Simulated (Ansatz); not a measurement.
## Ti₂C under pressure: fit and missing row

Ti₂C, Fd-3m, a = 8.620 Å. The structure is a Materials Project entry; whether it is the stable form wasn't checked. Ansatz: r2SCAN, PAW, 500 eV, Γ-centred 8×8×8 mesh on 12 atoms, Gaussian smearing 0.10 eV; no spin polarisation. Cell and atoms are relaxed at each pressure, and no other structure is tried, so the rows at high pressure may lie past a change of phase.

| V (Å³/atom) | P (GPa) |
| --- | --- |
| 11.720 | 25.00 |
| ? | 12.01 |
| 13.010 | 3.99 |
| 13.257 | 1.00 |
| 13.345 | 0.00 |
| 13.437 | -1.00 |

Take V0 = 13.345 Å³/atom, fit the third-order Birch–Murnaghan form to the other rows, and predict the missing volume.

With the Eulerian strain f = ½[(V0/V)^(2/3) − 1] and y = P/[3f(1 + 2f)^(5/2)], the form is the line y = B0 + 1.5 B0 (B0′ − 4) f. Rows (f, y): 0.04521, 148.5; 0.00855, 149.1; 0.00221, 149.2; -0.00228, 147.9. Means f = 0.01342, y = 148.68; Σ(Δf)² = 0.001406, ΣΔfΔy = -0.001351; the slope is their ratio. y = 148.7 − 0.9604 f GPa, so B0 = 148.7 GPa and B0′ = 4 + 2 × (-0.9604)/(3 × 148.7) = 4.00. P = 12.01 GPa is met at f = 0.02395 (y = 148.68), so V = V0 (1 + 2f)^(−3/2) = 12.440 Å³/atom. The run gave 12.445 Å³/atom, so the fit is 0.005 Å³/atom too low, a small miss on the scale of the series. With a term in f² added B0′ becomes 4.57, so this figure hangs on the form.